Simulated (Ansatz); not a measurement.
This run works on a generated trial structure, not on a known crystal.

Input and command of a plane-wave DFT calculation in Ansatz:

```yaml
crystal:
  lattice:
    - [2.8413784026, 1.6404705856, 2.7715078532]
    - [-2.8413784026, 1.6404705856, 2.7715078532]
    - [0.0, -3.2809411713, 2.7715078532]
  atoms:
    - { symbol: Zr, position: [0.8212334165, 0.8212334165, 0.8212334165] }
    - { symbol: Zr, position: [0.1787665835, 0.1787665835, 0.1787665835] }
    - { symbol: Al, position: [0.5, 0.5, 0.5] }
    - { symbol: "N", position: [0.5, 0.0, 0.5] }
    - { symbol: "N", position: [0.5, 0.5, 0.0] }
    - { symbol: "N", position: [0.0, 0.5, 0.5] }
basis:
  ecutwfc: 420
kpoints:
  mp_grid: { grid: [12, 12, 12] }
hamiltonian:
  xc: pbe
scf:
  occupations: { method: gaussian, width: 0.1 }
output:
  forces: true
  stress: true
  eigenvalues: true
relax:
  adjacent_minimum: "off"
  f_tol: 0.01
  max_steps: 80
  cell: { stress_tol: 0.05 }
```

```bash
ansatz run input.yaml --threads 1 --pin off --max-ram 2560MiB --backend cpu --events-out ev --progress --plain --runs-dir out
```

Processor: Intel(R) Xeon(R) Processor @ 2.50GHz (Skylake/Cascade Lake), 1 thread, on a host shared with other jobs.

Problem. Estimate time, memory and problem size.

Solution. About 3.4 min, peak memory 0.61 GiB. It solves 27 bands at 189 k points (after reduction by symmetry) with about 1539 plane waves (on the last cell), in 27 SCF iterations over 5 ionic steps.
